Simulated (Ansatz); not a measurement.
Input:

YAl3:
```
YAl3
1.0
    4.24279     0.00000     0.00000
    0.00000     4.24279     0.00000
    0.00000     0.00000     4.24279
Y Al
1 3
Direct
  0.00000   0.00000   0.00000
  0.00000   0.50000   0.50000
  0.50000   0.00000   0.50000
  0.50000   0.50000   0.00000
```

This is the r²SCAN-relaxed structure.

Task: All from r²SCAN in the plane-wave PAW code Ansatz, unless another level is named. Estimate the highest zone-centre frequency.

Result: 302 cm⁻¹.

Task: And the bulk modulus (Birch–Murnaghan fit)?

Result: 81.4 GPa.

Space group Pm-3m (Cu3Au type). The workflow started from a Materials Project entry (that database holds measured and hypothetical structures alike); the Crystallography Open Database copy checked does not list it. Its standing as an ambient phase is unchecked. The cell was relaxed with r²SCAN under the symmetry of its start; whether a distortion lowers the energy is not shown. The run is not spin-polarised. As this level gives no gap, phonon frequencies hold no LO–TO term and depend on the k-mesh and smearing (Fermi–Dirac, 0.1 eV here).

Potentials: the later of the program's two PAW sets.
